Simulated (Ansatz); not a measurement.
BP:
```
CELL_PARAMETERS angstrom
      3.19089     0.00000     0.00000
     -1.59545     2.76339     0.00000
      0.00000     0.00000     5.29561
ATOMIC_POSITIONS crystal
  B  0.66667 0.33333 0.50042
  B  0.33333 0.66667 0.00042
  P  0.66667 0.33333 0.87458
  P  0.33333 0.66667 0.37458
```

Relaxed with r²SCAN. Independent-particle spectrum: no excitons, no local fields, no scissors shift; 0.1 eV broadening; ε₁ of the summed bands alone.

Task: Tabulate the dielectric function from r²SCAN in the plane-wave PAW code Ansatz.

Result: 

```csv
E (eV),ε₁ xx,ε₂ xx,ε₁ zz,ε₂ zz
0.0,8.60,0.00,9.05,0.00
0.4,8.63,0.00,9.09,0.00
0.8,8.72,0.00,9.20,0.00
1.2,8.87,0.00,9.38,0.00
1.6,9.10,0.00,9.67,0.00
2.0,9.43,0.00,10.08,0.00
2.4,9.87,0.00,10.66,0.00
2.8,10.49,0.00,11.61,0.01
3.2,11.43,0.04,12.81,0.56
3.6,12.64,0.66,14.53,1.36
4.0,13.72,1.12,16.05,3.86
4.4,15.43,1.57,16.02,5.84
4.8,18.49,2.15,16.60,7.30
5.2,26.65,4.48,18.61,9.08
5.6,28.95,27.48,23.58,16.49
6.0,10.82,38.43,19.43,35.15
6.4,-4.04,27.33,-7.04,28.83
6.8,-7.38,19.49,-7.32,19.54
7.2,-8.05,14.12,-8.69,13.81
7.6,-7.16,10.72,-7.81,10.42
8.0,-6.26,8.84,-7.14,8.16
8.4,-5.85,7.45,-6.29,6.31
8.8,-5.18,6.33,-4.86,5.05
9.2,-5.26,5.83,-4.19,4.62
9.6,-4.97,4.54,-3.33,4.82
10.0,-4.42,3.83,-3.96,4.39
10.4,-4.08,3.21,-3.85,3.85
10.8,-3.60,2.69,-3.77,3.13
11.2,-3.15,2.52,-3.44,2.79
11.6,-2.97,2.13,-3.33,2.20
12.0,-2.64,2.04,-2.96,1.81
```

Task: From ε at 3.9 eV (xx: 13.40 + 1.01i), find n, k, the normal reflectivity and the absorption coefficient.

Result: n = 3.66, k = 0.138, R = 33 %, α = 2kE/ħc = 55000 cm⁻¹.

With all bands, ε∞ without local fields is 8.63 (xx = yy), 9.08 (zz).

Space group P6_3mc (wurtzite). The first step of the workflow began from a Materials Project structure, measured or hypothetical; the Crystallography Open Database copy checked does not list it. It is not the phase usual at ambient conditions (space group No. 216). The cell was relaxed with r²SCAN under the symmetry of its start; whether a distortion lowers the energy is not shown.

Potentials: the later of the program's two PAW sets.
